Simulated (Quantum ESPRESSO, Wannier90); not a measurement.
# Mg₂ZnO₃ (P-3m1): Wannier90 run

Cell from Materials Project (mp-1222123), symmetrised, no further relaxation. Not found in the COD (Crystallography Open Database) copy used; not checked further. Method: PBEsol plane waves in Quantum ESPRESSO 7.5 (PseudoDojo norm-conserving files, 68 Ry, no spin polarisation, no spin-orbit coupling), Bloch states on a 6×6×4 mesh through Γ, Wannier90 4.0.1. Density: 12×12×4 mesh, cold smearing 0.01 Ry.

On the energy scale of pw.x, whose zero is arbitrary, the valence-band maximum lies at 9.18 eV.

Input w.win:

```
num_bands = 2
num_wann = 2
exclude_bands = 1-4,7-56
num_iter = 1000
conv_tol = 1.0e-6
conv_window = 4
write_hr = true
write_u_matrices = true
auto_projections = true
begin unit_cell_cart
ang
    3.0329999785    0.0000000000    0.0000000000
   -1.5164999892    2.6266550310    0.0000000000
    0.0000000000    0.0000000000    7.4033200000
end unit_cell_cart
begin atoms_frac
Mg   0.3333333333 -0.3333333333 -0.3342000000
Mg  -0.3333333333  0.3333333333  0.3342000000
Zn   0.0000000000  0.0000000000  0.0000000000
O    0.3333333333 -0.3333333333  0.1726200000
O   -0.3333333333  0.3333333333 -0.1726200000
O    0.0000000000  0.0000000000  0.5000000000
end atoms_frac
mp_grid = 6 6 4
begin kpoints
0.0000000000 0.0000000000 0.0000000000
0.0000000000 0.0000000000 0.2500000000
0.0000000000 0.0000000000 0.5000000000
... (141 more lines: the 6x6x4 mesh through Gamma)
end kpoints
```

Input of pw2wannier90.x that gives the overlap and projection files (equivalent; here they were cut from one run over all bands):

```
&inputpp
  outdir = './out'
  prefix = 'pwscf'
  seedname = 'w'
  write_amn = .true.
  write_mmn = .true.
  atom_proj = .true.
  atom_proj_exclude = 2 3 4 5 7 8 9 10 11 12 13 14 15 16 17 18 19 20 21 22 23 24 25 26 27 28 29 30 31 32
/
```

Output w.wout (banner and timings cut):

```
                                    ------
                                    SYSTEM
                                    ------

                              Lattice Vectors (Ang)
                    a_1     3.033000   0.000000   0.000000
                    a_2    -1.516500   2.626655   0.000000
                    a_3     0.000000   0.000000   7.403320

                   Unit Cell Volume:      58.97962  (Ang^3)

                        Reciprocal-Space Vectors (Ang^-1)
                    b_1     2.071607   1.196043  -0.000000
                    b_2     0.000000   2.392086   0.000000
                    b_3     0.000000  -0.000000   0.848698

 *----------------------------------------------------------------------------*
 |   Site       Fractional Coordinate          Cartesian Coordinate (Ang)     |
 +----------------------------------------------------------------------------+
 | mg   1   0.33333  -0.33333  -0.33420   |    1.51650  -0.87555  -2.47419    |
 | mg   2  -0.33333   0.33333   0.33420   |   -1.51650   0.87555   2.47419    |
 | zn   1   0.00000   0.00000   0.00000   |    0.00000   0.00000   0.00000    |
 | o    1   0.33333  -0.33333   0.17262   |    1.51650  -0.87555   1.27796    |
 | o    2  -0.33333   0.33333  -0.17262   |   -1.51650   0.87555  -1.27796    |
 | o    3   0.00000   0.00000   0.50000   |    0.00000   0.00000   3.70166    |
 *----------------------------------------------------------------------------*
                                ------------
                                K-POINT GRID
                                ------------

             Grid size =  6 x  6 x  4      Total points =  144

 *---------------------------------- MAIN ------------------------------------*
 |  Number of Wannier Functions               :                 2             |
 |  Number of Objective Wannier Functions     :                 2             |
 |  Number of input Bloch states              :                 2             |
 |  Output verbosity (1=low, 5=high)          :                 1             |
 |  Timing Level (1=low, 5=high)              :                 1             |
 |  Optimisation (0=memory, 3=speed)          :                 3             |
 |  Length Unit                               :               Ang             |
 |  Post-processing setup (write *.nnkp)      :                 F             |
 |  Using Gamma-only branch of algorithms     :                 F             |
 *----------------------------------------------------------------------------*
 *------------------------------- WANNIERISE ---------------------------------*
 |  Total number of iterations                :              1000             |
 |  Number of CG steps before reset           :                 5             |
 |  Trial step length for line search         :             2.000             |
 |  Convergence tolerence                     :         0.100E-05             |
 |  Convergence window                        :                 4             |
 |  Iterations between writing output         :                 1             |
 |  Iterations between backing up to disk     :               100             |
 |  Write r^2_nm to file                      :                 F             |
 |  Write xyz WF centres to file              :                 F             |
 |  Write on-site energies <0n|H|0n> to file  :                 F             |
 |  Use guiding centre to control phases      :                 F             |
 |  Use phases for initial projections        :                 F             |
 *----------------------------------------------------------------------------*
 *-------------------------------- PLOTTING ----------------------------------*
 |  Plotting Hamiltonian in WF basis          :                 T             |
 *----------------------------------------------------------------------------*

       ... (k-mesh section left out)

 Starting a new Wannier90 calculation ...

 Reading overlaps from w.mmn

 Reading projections from w.amn

 *------------------------------- WANNIERISE ---------------------------------*
 +--------------------------------------------------------------------+<-- CONV
 | Iter  Delta Spread     RMS Gradient      Spread (Ang^2)            |<-- CONV
 +--------------------------------------------------------------------+<-- CONV

 ------------------------------------------------------------------------------
 Initial State
  WF centre and spread    1  (  1.516500, -0.875552, -2.474108 )     0.16017799
  WF centre and spread    2  ( -1.516500,  0.875552,  2.474108 )     0.16017799
  Sum of centres and spreads (  0.000000, -0.000000, -0.000000 )     0.32035597

      0     0.320E+00     0.0000000000        0.3203559681  <-- CONV
        O_D=      0.0000000 O_OD=      0.0000000 O_TOT=      0.3203560 <-- SPRD
 ------------------------------------------------------------------------------
      1     0.000E+00     0.0000000012        0.3203559681  <-- CONV
        O_D=      0.0000000 O_OD=      0.0000000 O_TOT=      0.3203560 <-- SPRD
      2     0.000E+00     0.0000000012        0.3203559681  <-- CONV
        O_D=      0.0000000 O_OD=      0.0000000 O_TOT=      0.3203560 <-- SPRD
      3     0.000E+00     0.0000000012        0.3203559681  <-- CONV
        O_D=      0.0000000 O_OD=      0.0000000 O_TOT=      0.3203560 <-- SPRD
      4     0.000E+00     0.0000000012        0.3203559681  <-- CONV
        O_D=      0.0000000 O_OD=      0.0000000 O_TOT=      0.3203560 <-- SPRD
             <<<     Delta < 1.000E-06  over  4 iterations     >>>
             <<< Wannierisation convergence criteria satisfied >>>
 Final State
  WF centre and spread    1  (  1.516500, -0.875552, -2.474108 )     0.16017799
  WF centre and spread    2  ( -1.516500,  0.875552,  2.474108 )     0.16017799
  Sum of centres and spreads (  0.000000, -0.000000, -0.000000 )     0.32035597

         Spreads (Ang^2)       Omega I      =     0.320355968
        ================       Omega D      =     0.000000000
                               Omega OD     =     0.000000000
    Final Spread (Ang^2)       Omega Total  =     0.320355968
```
